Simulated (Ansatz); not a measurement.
**PtC: one input, then a changed one**

The structure comes from a relaxation in the same program, started in the rocksalt type. Whether it is a known phase or the ground state wasn't checked. The listed cell was then made from it by scaling, straining or moving an atom.

First run: DFT, PBE, PAW with Ansatz's default frozen-core files, scalar-relativistic (Ansatz 0.2.0).

Command: `ansatz run input.yaml --threads 1 --pin off --max-ram 2048MiB --backend cpu --events-out ev --progress --plain --runs-dir out` The run took 3 s on 1 thread of Arm Neoverse V2, on a shared host.

```yaml
crystal:
  lattice:
    - [0.0, 2.2179116495, 2.2179116495]
    - [2.2179116495, 0.0, 2.2179116495]
    - [2.2179116495, 2.2179116495, 0.0]
  atoms:
    - { symbol: Pt, position: [0.0, 0.0, 0.0] }
    - { symbol: C, position: [0.5, 0.5, 0.5] }
kpoints:
  mp_grid: { grid: [13, 13, 13] }
scf:
  occupations: { method: fermi_dirac, width: 0.03 }
hamiltonian:
  xc: pbe
  pseudopotentials: { kind: paw }
output:
  forces: true
  stress: true
  eigenvalues: true
  efg: { contact_densities: true }
```

Result: converged; pressure 5.51 GPa; no gap on the k mesh; 6 SCF iterations.

Spin–orbit coupling is left out, though it moves levels of the heavy atoms by tenths of an eV or more.

The input is then changed:

```diff
@@ -8,5 +8,5 @@
     - { symbol: C, position: [0.5, 0.5, 0.5] }
 kpoints:
-  mp_grid: { grid: [13, 13, 13] }
+  mp_grid: { grid: [10, 10, 10] }
 scf:
   occupations: { method: fermi_dirac, width: 0.03 }
```

Problem. Predict the outcome of the changed run.

Solution. It converged; energy at zero smearing -2.2 meV/atom from the first run; pressure 5.19 GPa; no gap on the k mesh; 6 SCF iterations. Some of these settings are too coarse for converged properties.

The results part of its log:

```
SCF 1 converged in 6 iterations: F = -12771.031555 eV  dr2 = 2.56e-10
  greatest PAW one-centre occupation: 1.000 electrons in one spin orbital (limit 2), on the Pt atom at site 0 (counted from 0), in its partial waves of l = 0
SCF converged after 6 iterations
Free energy (F): -12771.031555 eV
Harris-Foulkes:  -12771.031555 eV  (|F-HF|=4.93e-10)
Internal energy: -12771.027880 eV  (E = F + TS)
E sigma→0 (E₀):  -12771.029717 eV
Entropy (-TS):   -0.003676 eV (-1.838 meV/atom)
Fermi energy:    20.108552 eV
--- Per-component energies (eV) ---
  E_band       = -152.846184
  E_kinetic    = 723.414429
  E_local      = -1702.007610  (includes V_loc(G=0)·N_el)
  E_nonlocal   = 226.561899
  E_hartree    = 627.524219
  E_xc         = -309.052740
  E_vxc        = -361.460200  (∫ρ·V_xc dr)
  E_paw        = -9552.579815  (= ΣΔE_a)
  E_vpaw       = -294.403674  (= ΣTr[D̂ρ^β])
  E_aug_tail   = 0.000234  (compensation charges beyond the density's cutoff)
  E_ewald      = -2784.888495
  E_smearing   = -0.003676  (= −TS)
  E_closure    = -0.000000  (closes the sum)
  Σ components = -12771.031555   (vs F -12771.031555, Δ=0.00e0)
--- Forces (eV/Å), atoms counted from 1 ---
  atom   1  Pt    -0.00000000     0.00000000    -0.00000000
  atom   2  C      0.00000000    -0.00000000    -0.00000000
  max |Σ_I F_I| component: 1.02e-30 eV/Å
--- Stress (GPa, compression-positive) ---
        5.188107      -0.000000      -0.000000
        0.000000       5.188107       0.000000
       -0.000000       0.000000       5.188107
  P = ⅓ Tr σ = 5.1881 GPa (51.881 kbar)
--- PAW observables at the nuclei: V_zz in 10²¹ V/m², potentials from the cell's mean, atoms counted from 1 ---
  atom   1  Pt V_zz =    -0.000000   η = 0.0000   by run symmetry: forbidden
            electrostatic potential = -16123.612556 V   contact ρ = 12084519.500333 e/Å³
  atom   2  C  V_zz =    +0.000000   η = 0.0000   by run symmetry: forbidden
            electrostatic potential = -428.216035 V   contact ρ = 869.406859 e/Å³
--- Band table (eV; the first three rows and the last of 47) ---
  k-point 0: bands = ["-79.1874", "-33.3711", "-33.3711", "-33.3711", "5.0600", "15.6525", "15.6525", "15.6525", "16.3789", "16.3789", "19.7709", "19.7709", "19.7709", "26.1759", "32.2266"]
  k-point 1: bands = ["-79.1869", "-33.3832", "-33.3728", "-33.3728", "5.2915", "15.3523", "15.5718", "15.5718", "16.0631", "16.0631", "19.4890", "20.5253", "20.5253", "26.7196", "32.4399"]
  k-point 2: bands = ["-79.1856", "-33.4147", "-33.3770", "-33.3770", "5.9610", "14.4760", "14.7505", "14.7505", "16.3582", "16.3582", "19.0725", "22.0515", "22.0515", "27.7865", "32.2067"]
  k-point 46: bands = ["-79.1806", "-33.4637", "-33.4426", "-33.4193", "8.0191", "13.8597", "13.8857", "14.0378", "18.3015", "18.7139", "18.8524", "20.0649", "20.8086", "28.5645", "31.9813"]
```
